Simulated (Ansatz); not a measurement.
Ansatz (a quantum-chemistry and plane-wave program) input:

Ansatz 0.2 input:
```yaml
crystal:
  lattice:
    - [1.8676846354, 1.078308227, 6.1270595125]
    - [-1.8676846354, 1.078308227, 6.1270595125]
    - [0.0, -2.156616454, 6.1270595125]
  atoms:
    - { symbol: C, position: [0.0087633252, 0.0087633252, 0.0087633252] }
    - { symbol: Si, position: [0.1115130696, 0.1115130696, 0.1115130696] }
    - { symbol: Ge, position: [0.4933745326, 0.4933745326, 0.4933745326] }
    - { symbol: Sn, position: [0.6363490725, 0.6363490725, 0.6363490725] }
kpoints:
  mp_grid: { grid: [13, 13, 13] }
hamiltonian:
  xc: r2scan
  pseudopotentials: { azcp: { folder: ./paw }, kind: paw }
scf:
  occupations: { method: gaussian, width: 0.05 }
checkpoint: { read: metal.run }
output: { bader: true, populations: true }
```

Output (shortened):

```
basis.fft_grid_basis auto: the FFT boxes are laid along the combinations [[1, 0, -1], [0, 1, -1], [0, 0, 1]] of the cell's own vectors, 3.735, 3.735 and 6.496 …
Pseudopotentials: kind: paw
Pseudopotential: C, paw, valence charge 4
Pseudopotential: Si, paw, valence charge 4
Pseudopotential: Ge, paw, valence charge 14
Pseudopotential: Sn, paw, valence charge 14
Functional definition: r2SCAN
Crystal: 4 atoms, lattice volume = 74.037 Å³
Basis set: ecut = 500 eV, 1901 PW (Γ), FFT grids on a1−a3, a2−a3, a3, exchange–correlation on 120×120×192 points (64 copies of the dense FFT grid, shifted against one another)
Bands: 26, of which v1, the nominal top of the filled ones, is band 18 counted from 1 (17 counted from 0)
Symmetry: 6 space group operations
Space group: R3m (ITA 160), of the structure as read, at distance tolerance 4.2e-5 Å
k-points: 231 of 2197 (time reversal used)
PAW frozen core: C, regenerated for the run's functional
PAW frozen core: Si, regenerated for the run's functional
PAW frozen core: Ge, regenerated for the run's functional
PAW frozen core: Sn, regenerated for the run's functional
Initial density: read from a saved state, or passed on in memory by an earlier SCF of this step, an earlier step, the calling program or the single point that …
Stability of the state it starts from, as read at its close in the unpolarized treatment …
Initial wavefunctions: pseudopotential atomic-orbital guess
Eigensolver: davidson
Functional: x = r2scan, c = r2scan; τ floored in thin density (d = 2e-4 eV/Å³)
iter 1 solved again at ethr=6.59e-7 eV; its pass at ethr=3.10e-3 eV (dr2=2.37e-4 eV) is discarded
SCF iter   1: F=—  HF=-11230.883470 eV  |F-HF|=—  |Δ(HF+E_count)|=         —  Δρ=2.35e-6  dr2=3.19e-9  dr2_τ=1.66e-10  ethr=6.59e-7  ⟨swp⟩=3.0  Hψ=45915  notcnv=0
all-band conjugate gradients solve this SCF's bands
preconditioner: auto → Kerker (q_TF=auto, 2.419 Å⁻¹)
SCF iter   2: F=—  HF=-11230.883470 eV  |F-HF|=—  |Δ(HF+E_count)|=   7.95e-7  Δρ=1.28e-6  dr2=7.42e-10  dr2_τ=1.86e-10  ethr=8.86e-12  ⟨swp⟩=7.1  Hψ=24403  notcnv=0
SCF iter   3: F=-11230.883470 eV  HF=-11230.883470 eV  |F-HF|=3.51e-10  |Δ(HF+E_count)|=  4.24e-10  Δρ=7.85e-7  dr2=3.01e-10  dr2_τ=2.32e-11  ethr=2.06e-12  ⟨swp⟩=1.0  Hψ=15283  notcnv=0
SCF 1 converged in 3 iterations: F = -11230.883470 eV  dr2 = 3.01e-10
SCF converged after 3 iterations
Free energy (F): -11230.883470 eV
Harris-Foulkes:  -11230.883470 eV  (|F-HF|=3.51e-10)
Internal energy: -11230.883370 eV  (E = F + TS)
E sigma→0 (E₀):  -11230.883420 eV
Entropy (-TS):   -0.000099 eV (-0.025 meV/atom)
Fermi energy:    9.618760 eV
--- Per-component energies (eV) ---
  E_band       = -234.682214
  E_kinetic    = 386.605542
  E_local      = -3517.223340  (includes V_loc(G=0)·N_el)
  E_nonlocal   = 408.430250
  E_hartree    = 1694.366107
  E_xc         = -279.892301
  E_vxc        = -267.121401  (∫ρ·V_xc dr)
  E_paw        = -7042.352288  (= ΣΔE_a)
  E_vpaw       = -648.259399  (= ΣTr[D̂ρ^β])
  E_aug_tail   = 0.000108  (compensation charges beyond the density's cutoff)
  E_vtau       = 14.154279  (kinetic-family band-sum trace: ∫τ·v_τ [+ j·A + Jᵃ·Aᵃ] dr)
  E_ewald      = -2880.365801
  E_core_change = -0.451646  (= ΣΔE_core)
  E_smearing   = -0.000099  (= −TS)
  E_closure    =  0.000000  (closes the sum)
  Σ components = -11230.883470   (vs F -11230.883470, Δ=0.00e0)
  [band-id]    e_kinetic+e_local+e_nonlocal+2·e_hartree+e_vxc+e_vpaw+e_augmentation_tail+e_vtau = -234.681746   (vs E_band -234.682214, Δ=4.68e-4)
--- Band table (eV; the first three rows and the last of 231) ---
  k-point 0: bands = ["-15.4086", "-15.3853", "-15.3853", "-15.3454", "-15.3454", "-13.3305", "-13.2894", "-13.2894", "-13.2242", "-13.2242", "-5.1450", "-1.9765", "1.0853", "7.1251", "7.1251", "8.2421", "9.2010", "9.6366", "9.6366", "12.5606", "13.2180", "13.2180", "13.4668", "14.0999", "14.0999", "17.3004"]
  k-point 1: bands = ["-15.4080", "-15.3857", "-15.3851", "-15.3456", "-15.3447", "-13.3288", "-13.2904", "-13.2862", "-13.2256", "-13.2236", "-5.0722", "-1.9138", "1.1411", "6.5482", "7.0264", "8.2373", "8.7926", "9.4180", "9.7315", "12.8451", "13.2304", "13.5177", "13.6955", "13.9451", "14.3017", "17.6797"]
  k-point 2: bands = ["-15.4066", "-15.3870", "-15.3846", "-15.3460", "-15.3428", "-13.3261", "-13.2915", "-13.2782", "-13.2291", "-13.2210", "-4.8574", "-1.7301", "1.2893", "5.5425", "6.7747", "7.4594", "7.9907", "8.9314", "10.4586", "12.4414", "13.1353", "14.0476", "14.2060", "14.8659", "14.8691", "17.9108"]
  k-point 230: bands = ["-15.4077", "-15.3858", "-15.3851", "-15.3456", "-15.3448", "-13.3284", "-13.2904", "-13.2862", "-13.2254", "-13.2234", "-4.7762", "-2.9386", "3.5578", "5.0189", "6.8298", "7.0947", "8.6929", "9.1617", "10.6613", "12.4969", "13.3038", "13.6605", "14.1629", "14.8932", "15.2121", "17.0050"]
  band table: 26 of 26 bands, residual norms ≤ 1.0e-3 eV
--- Löwdin populations: 4 sites ---
  site symbol       q [e]
     0      C      4.9035
     1     Si      3.5830
     2     Ge     14.2964
     3     Sn     13.0921
  spilling = 0.003472 (of n_electrons = 36.000000)
--- Bader charges: 4 sites ---
  site symbol  charge [e]  shift [e]
     0      C     -1.7688     0.0009
     1     Si      1.2072     0.0023
     2     Ge     -0.6542     0.0077
     3     Sn      1.2158     0.0063
  shift: an alarm, by how much a part of what the PAW files miss would move the charge. Where it is large, compare
  with a run on PAW files of another source; a small one proves nothing
  estimated error of the sums over rays = 5.0e-4 e
```

Cost: roughly 80 core-seconds on shared cores.

The start of the workflow was typed in or built on a structure type; neither database checked (COD, Materials Project) lists it. Its standing as an ambient phase is unchecked. Symmetry was held in the r²SCAN relaxation; its stability against distortions is not shown here. The volume moved by 22 % from the start of the relaxation. Its formation energy is positive at this level, so the cell may be metastable or incomplete. Spin–orbit coupling is left out wherever it is not named.

Potentials: the earlier of the program's two PAW sets.

Ansatz is a plane-wave DFT program.
